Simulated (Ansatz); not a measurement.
Values for one crystal, relaxed and computed with r²SCAN in the plane-wave PAW code Ansatz; other levels are named.

| Item | Result |
|---|---|
| Volume per atom | 13.80 Å³ |
| Electronic character | metallic (no gap) |
| Pressure derivative B′ | 4.5 |
| Bulk modulus (Birch–Murnaghan fit) | 195 GPa |
| Formation energy from the elements (no fitted shifts) | -0.50 eV/atom |
| Density of states at the Fermi level | 0.79 states/eV per atom (mean over ±0.08 eV) |

Question: Which compound is it?
A. Ti3Sn, Cmcm (Ti on 4c, Ti on 8g, Sn on 4c)
B. AlRu, Cmcm (Al on 4c, Ru on 4c)
C. SrPd, Cmcm (Sr on 4c, Pd on 4c)
D. AlNi3, Cu3Au type

Answer: B, AlRu, Cmcm (Al on 4c, Ru on 4c)

The start of the workflow was typed in or built on a structure type; neither database checked (COD, Materials Project) lists it. COD files the formula under space group No. 221, so this cell is another polymorph or a model. Its standing as an ambient phase is unchecked. The r²SCAN relaxation kept the symmetry of its start; its stability against distortions is not shown here. No spin polarisation was allowed. The references are the lowest solids computed at this level, not always the standard phases. Scalar-relativistic: spin–orbit coupling is off unless named, which matters more the heavier the elements.

Potentials: the later of the program's two PAW sets.
